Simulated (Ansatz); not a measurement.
Computed with DFT PBE, scalar-relativistic, plane waves, PAW in Ansatz. All cells share a 420 eV cutoff and Γ-centred k meshes spaced about 0.3 Å⁻¹ or finer (0.25 for metals, 2π included). No spin polarisation.

This relaxed SiB2 cell comes from a structure search over trial cells.

```
Si B
1.0
     3.19338    1.84370    4.54044
    -3.19338    1.84370    4.54044
     0.00000   -3.68740    4.54044
Si B
5 10
Direct
  0.73247 0.73247 0.73247
  0.34140 0.34140 0.34140
  0.72364 0.18630 0.72364
  0.72364 0.72364 0.18630
  0.18630 0.72364 0.72364
  0.87587 0.33280 0.87587
  0.33280 0.87587 0.87587
  0.87587 0.87587 0.33280
  0.13659 0.66106 0.13659
  0.13659 0.13659 0.66106
  0.66106 0.13659 0.13659
  0.49345 0.49345 0.49345
  0.18084 0.18084 0.91862
  0.91862 0.18084 0.18084
  0.18084 0.91862 0.18084
```

Question: Is this structure dynamically stable, and if not, what does it turn into?

Answer: It is locally stable on this q mesh, but a lower structure lies near. The phonons at Γ show no imaginary mode. (Phonon run: 6×6×6 k mesh, Gaussian smearing of 0.10 eV.) With atoms moved at random and symmetry off, it falls by 43 meV/atom into Cm (No. 8). Conventional cell: a = 10.720 Å, b = 6.862 Å, c = 5.139 Å, β = 118.2°. Si on a site of symmetry m is surrounded by 1 B at 2.01 Å, 2 B at 2.15 Å and 1 Si at 2.30 Å; around Si on a second site of symmetry m lie 3 B at 2.01–2.07 Å and 1 B at 2.21 Å; Si on a third site of symmetry m is surrounded by 2 B at 1.96–2.07 Å, 1 Si at 2.30 Å and 2 B at 2.30 Å; B on a site of symmetry m is surrounded by 2 B at 1.72 Å, 2 B at 1.88 Å and 2 Si at 1.96–2.01 Å; 7 more sites not described.

```yaml
crystal:
  lattice:
    - [5.35986, -3.43116, 0.00000]
    - [5.35986, 3.43116, 0.00000]
    - [-2.42501, 0.00000, 4.53035]
  atoms:
    - { symbol: Si, position: [0.68477, 0.68477, 0.11955] }
    - { symbol: Si, position: [0.36956, 0.36956, 0.05320] }
    - { symbol: Si, position: [0.74339, 0.74339, 0.61133] }
    - { symbol: Si, position: [0.24415, 0.75564, 0.64127] }
    - { symbol: Si, position: [0.75564, 0.24415, 0.64127] }
    - { symbol: B, position: [0.85203, 0.85203, 0.04377] }
    - { symbol: B, position: [0.88443, 0.31176, 0.09194] }
    - { symbol: B, position: [0.31176, 0.88443, 0.09194] }
    - { symbol: B, position: [0.17417, 0.17417, 0.01364] }
    - { symbol: B, position: [0.67186, 0.13060, 0.91531] }
    - { symbol: B, position: [0.13060, 0.67186, 0.91531] }
    - { symbol: B, position: [0.53375, 0.53375, 0.52154] }
    - { symbol: B, position: [0.87540, 0.12813, 0.27800] }
    - { symbol: B, position: [0.12813, 0.87540, 0.27800] }
    - { symbol: B, position: [0.14200, 0.14200, 0.29117] }
```

Phonons of metals hang on the k mesh and the smearing.
